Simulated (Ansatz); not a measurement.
Relaxed-ion elastic tensor of GaAs (rock salt, Fm-3m) in GPa (Voigt order), DFT-r²SCAN in the program Ansatz with PAW potentials; density 6.35 g/cm³, 18.92 Å³ per atom.

```csv
,1,2,3,4,5,6
1,156,45.4,45.4,0.0,0.0,0.0
2,45.4,156,45.4,0.0,0.0,0.0
3,45.4,45.4,156,0.0,0.0,0.0
4,0.0,0.0,0.0,20.4,0.0,0.0
5,0.0,0.0,0.0,0.0,20.4,0.0
6,0.0,0.0,0.0,0.0,0.0,20.4
```

Task: Is the crystal mechanically stable?

Result: Yes: the smallest eigenvalue of C is 20.4 GPa.

Task: Work out the Voigt, Reuss and Hill averages.

Result: K_V = 82.2, K_R = 82.2, K_H = 82.2; G_V = 34.3, G_R = 27.3, G_H = 30.8 GPa.

Task: Give Young's modulus, Poisson's ratio, Pugh's ratio and the universal anisotropy index.

Result: E = 9KG/(3K + G) = 82.2 GPa; ν = 0.33; K/G = 2.67 (ductile by the Pugh limit of 1.75); A_U = 5G_V/G_R + K_V/K_R − 6 = 1.28.

Task: Estimate the sound speeds and the Debye temperature.

Result: v_l = √((K + 4G/3)/ρ) = 4410 m/s, v_t = √(G/ρ) = 2200 m/s, mean 2470 m/s; Θ = (h/k)(3n/4πV)^(1/3) v_m = 276 K.

Task: Give the Zener ratio and Young's modulus along [100], [110] and [111].

Result: A = 2C44/(C11 − C12) = 0.37; 1/E = S11 − 2(S11 − S12 − S44/2)Γ with Γ = 0, 1/4, 1/3 gives 135, 66.2, 56.6 GPa.

Task: Solve the Christoffel equation for the three sound speeds along [100], [110], [111].

Result: Eigenvalues of C_ijkl n_j n_l equal ρv². In km/s, slowest first: [100] 1.79, 1.79, 4.95; [110] 1.79, 2.95, 4.37; [111] 2.62, 2.62, 4.15.

The start of the workflow was typed in or built on a structure type; neither database checked (COD, Materials Project) lists it. It is not the phase usual at ambient conditions (space group No. 216). The cell was relaxed with r²SCAN under the symmetry of its start; its stability against distortions is not shown here. As this level gives no gap, shear constants depend on the k-mesh and smearing (Fermi–Dirac, 0.1 eV here).

Potentials: the earlier of the program's two PAW sets.
